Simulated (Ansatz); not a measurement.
# In2Au: strain energy, fitted

In2Au, Fm-3m, a = 6.570 Å. The structure is a COD entry; whether it is the stable form wasn't checked. Ansatz: r2SCAN, PAW, 500 eV, Γ-centred 8×8×6 mesh on 6 atoms, Gaussian smearing 0.10 eV; no spin polarisation. Series: uniaxial strain along a, with b, c and atoms relaxed; x is the strain in per cent. The axes a, b, c are those of the computed cell (4.645, 4.645, 6.570 Å), along [1 1 0], [-1 1 0], [0 0 1] of the cell named above. y is the free energy over the unstrained cell, V0 = 23.628 Å³/atom.

```tsv
x (%)	y (meV/atom)
-6.0	?
-4.0	10.93
-2.0	3.14
0.0	0.00
2.0	2.36
4.0	8.87
6.0	18.52
```

Fit y = c2 x² + c3 x³ to the other rows, turn c2 into a modulus, and predict the missing energy.

Least squares on the rows shown. y = 0.62047 x² − 0.017508 x³. In eV per unit strain² c2 is 6.205; this is Young's modulus along the axis (E = ½ Y V0 ε²): 2 × 6.205 × 160.2 / (23.628) = 84 GPa. At x = -6.0 the fit asked for gives 26.12 meV/atom. The run gave 20.11 meV/atom, so the fit is 6.01 meV/atom too high, 30 % of the span of the series, against an rms of 0.24 meV/atom on the fitted rows. The row lies outside the fitted range. With a term in x⁴ added, a fit to the same known rows predicts 25.34 meV/atom, no real gain.

Spin–orbit coupling is left out, which can shift energies with elements as heavy as these.